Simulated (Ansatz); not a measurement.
AlB₂W₂ in space group Cmmm (No. 65; Al on 2a, W on 4j, B on 4i), plane-wave PAW r²SCAN (Ansatz code), all energies at zero smearing, with the estimated change up to a 700 eV cutoff added, with one set of potentials and settings (totals compare only within such a set). Cell of 5 atoms (1 Al, 2 W, 2 B): -21651.514 eV.

```json
[
 {"element": "Al", "reference phase": "Fm-3m, 1 atoms in the cell", "E (eV/atom)": "-540.4106"},
 {"element": "W", "reference phase": "Im-3m, 1 atoms in the cell", "E (eV/atom)": "-10398.2538"},
 {"element": "B", "reference phase": "R-3m, 12 atoms in the cell", "E (eV/atom)": "-156.5545"}
]
```

Formation energy per atom, worked out: (-21651.514 − 1×(-540.4106) − 2×(-10398.2538) − 2×(-156.5545))/5 = -0.297 eV/atom (-29 kJ per mol of atoms), at 0 K, without zero-point energy or fitted corrections.

The start of the workflow was typed in or built on a structure type; neither database checked (COD, Materials Project) lists it. Its standing as an ambient phase is unchecked. The r²SCAN relaxation kept the symmetry of its start; whether a distortion lowers the energy is not shown. The run is not spin-polarised. The references are the lowest solids computed at this level, not always the standard phases. Scalar-relativistic: spin–orbit coupling is off unless named, which matters more the heavier the elements.

Potentials: the earlier of the program's two PAW sets.
